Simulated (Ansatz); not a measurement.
Data:

CdTe:
```yaml
crystal:
  lattice:
    - [0.00000, 3.04234, 3.04234]
    - [3.04234, 0.00000, 3.04234]
    - [3.04234, 3.04234, 0.00000]
  atoms:
    - { symbol: Cd, position: [0.00000, 0.00000, 0.00000] }
    - { symbol: Te, position: [0.50000, 0.50000, 0.50000] }
```

This is the r²SCAN-relaxed structure.

**Question.** All from r²SCAN (plane waves, PAW; program Ansatz), unless another level is named. Predict the Poisson's ratio.

**Answer.** 0.31.

**Question.** Predict the elastic constants (relaxed ions, GPa).

**Answer.** C11 = 91.5, C12 = 34.0, C44 = 20.7.

**Question.** Predict the highest zone-centre frequency.

**Answer.** 70 cm^-1.

Space group Fm-3m (rock salt). This is a known high-pressure phase of the composition, computed here at zero pressure and temperature. Symmetry was held in the r²SCAN relaxation; of distortions, only those at the zone centre were tested. As this level gives no gap, shear constants depend on the k-mesh and smearing (Fermi–Dirac, 0.1 eV here). As this level gives no gap, phonon frequencies hold no LO–TO term and depend on the k-mesh and smearing (Fermi–Dirac, 0.1 eV here). Spin–orbit coupling is left out wherever it is not named.

Potentials: the earlier of the program's two PAW sets.
